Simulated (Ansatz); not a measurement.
Given:

Ge$_{2}$Pt:
```xyz
6
Lattice="0.0000 4.1434 5.3358 2.3772 0.0000 5.3358 2.3772 4.1434 0.0000" Properties=species:S:1:pos:R:3 pbc="T T T"
Ge     2.3772     5.5497     5.3358
Ge     2.3772     2.7371     5.3358
Ge     3.5658     4.8088     8.0038
Ge     3.5658     7.6214     8.0038
Pt     0.0000     0.0000     0.0000
Pt     1.1886     2.0717     2.6679
```

This is the PBE-relaxed structure.

All from plane-wave PAW PBE (Ansatz code), unless another level is named. Give the electronic character.

metallic (no gap).

What about the density of states at the Fermi level?

0.39 states/eV per atom (mean over ±0.08 eV).

Give the formation energy from the elements (no fitted shifts).

-0.008 eV/atom.

Space group Fddd. A made-up cell: these elements were put on the sites of a structure type; neither database checked (COD, Materials Project) lists it. COD files the formula under space group No. 58, so this cell is another polymorph or a model. Its standing as an ambient phase is unchecked. Symmetry was held in the PBE relaxation; whether a distortion lowers the energy is not shown. The run is not spin-polarised. The references are the lowest solids computed at this level, not always the standard phases. Scalar-relativistic: spin–orbit coupling is off unless named, which matters more the heavier the elements.

Potentials: the later of the program's two PAW sets.
